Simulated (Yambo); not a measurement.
A G0W0@LDA run in Yambo for Ta2O5 (space group P2/m, No. 10) (4×4×2 Γ-centred k mesh, bands 3 to 189 and a 8 Ry block in the screening, 189 bands in G with the Bruneval-Gonze terminator, plasmon pole fitted at 27.2 eV) gives these matrix elements, in eV, at the band edges ((-0.5, -0.5, -0.5) → (0, 0, -0.5)):

```tsv
state	E0	<Vxc>	<Σx>	<Σc(E0)>	Z
valence edge	0.000	-20.109	-25.343	4.620	0.771
conduction edge	2.131	-15.261	-9.601	-4.219	0.827
```

**Question.** Solve the linearised quasiparticle equation for both states, give the gap, and say how exchange and correlation each act on it.

**Answer.** E = E0 + Z(Σx + Σc − Vxc). Valence: 0.000 + 0.771 × (-25.343 + (4.620) − (-20.109)) = -0.47 eV. Conduction: 2.131 + 0.827 × (-9.601 + (-4.219) − (-15.261)) = 3.32 eV. The gap is 3.80 eV, against 2.13 eV in LDA. Replacing Vxc by bare exchange alone would open it by 10.89 eV; correlation takes back 8.84 eV of that, and Z scales what is left. Nearest settings tried, and what they do to the gap: 124 bands in W, 124 bands in G: +53 meV; 7 Ry block (205 vectors against 259): -28 meV. Not varied: mesh. So the settings aren't converged at that level. Spin-orbit coupling is left out, which matters for elements this heavy: edges can move by tenths of an eV.

Geometry of the Materials Project entry, not relaxed at this level; primitive cell a = 3.841 Å, b = 3.863 Å, c = 6.778 Å, α = 90.00°, β = 105.57°, γ = 90.00°.

The structure is a Materials Project entry; no match was found in the copy of COD used, and its stability was not checked.
